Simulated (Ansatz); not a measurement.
The relaxed structure here is a generated cell of Bi: the first start was made by a random draw of sites in a space group, and the end was not matched to a known phase here, so it may be hypothetical. Known forms of Bi include space group No. 166.

The end point of a relaxation of Bi. Space group P6/mmm (No. 191), AFLOW prototype A_hP1_191_a (A_f, as in Sn). Calculation: PBEsol (plane waves to 420 eV, PAW, scalar-relativistic; Ansatz, a first-principles code).

```xyz
1
Lattice="1.6896 -2.9270 0.0000 1.6896 2.9270 0.0000 -0.0033 0.0000 3.2462" Properties=species:S:1:pos:R:3 pbc="T T T"
Bi     0.0000     0.0000     0.0000
```

| Property | Value |
|---|---|
| Volume per atom | 32.11 Å³ |
| Band gap | no gap (metallic) |
| Shortest distances | Bi–Bi 3.25 Å |
| k-mesh | 16×16×14 |

No spin polarisation in the result.

The run could not lose the symmetry of its start, so the end can be a saddle point.
